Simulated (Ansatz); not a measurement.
One starting cell of PbSe (a generated cell, PbSe placed in the tenorite structure type) was relaxed twice with Ansatz (plane waves, PAW, scalar-relativistic): with r2SCAN at 500 eV and with PBE at 420 eV. The r2SCAN result:

```cif
data_Pb4Se4
_chemical_formula_sum 'Pb4 Se4'
_space_group_name_H-M_alt 'Fm-3m'
_space_group_IT_number 225
_space_group_name_Hall '-F 4 2 3'
_cell_length_a 6.17728
_cell_length_b 6.17728
_cell_length_c 6.17728
_cell_angle_alpha 90.000
_cell_angle_beta 90.000
_cell_angle_gamma 90.000
loop_
_atom_site_label
_atom_site_type_symbol
_atom_site_symmetry_multiplicity
_atom_site_Wyckoff_symbol
_atom_site_fract_x
_atom_site_fract_y
_atom_site_fract_z
_atom_site_occupancy
Pb1 Pb 4 a 0.00000 0.00000 0.00000 1
Se1 Se 4 b 0.50000 0.50000 0.50000 1
```
(The calculation used a cell of 2 atoms; values per cell refer to that cell.)

| quantity | r2SCAN | PBE |
|---|---|---|
| space group | Fm-3m | Fm-3m |
| volume (Å³/atom) | 29.46 | … |
| a (Å) | 6.177 | … |
| gap (eV, no spin-orbit coupling) | 0.67 | … |

Fill in the PBE column.


- volume (Å³/atom), PBE: 30.04
- a (Å), PBE: 6.217
- gap (eV, no spin-orbit coupling), PBE: 0.44

Both levels end in the same structure; PBE's volume is 2.0 % larger; its gap is 0.23 eV smaller. Neither column is exact.

No spin polarisation in the result. Without spin-orbit coupling the bands of the heavy element are not split, so the gap can be far off.

The run could not lose the symmetry of its start; a randomly shaken copy of 4 atoms returns to this structure.

Ansatz is a quantum-chemistry and plane-wave program.
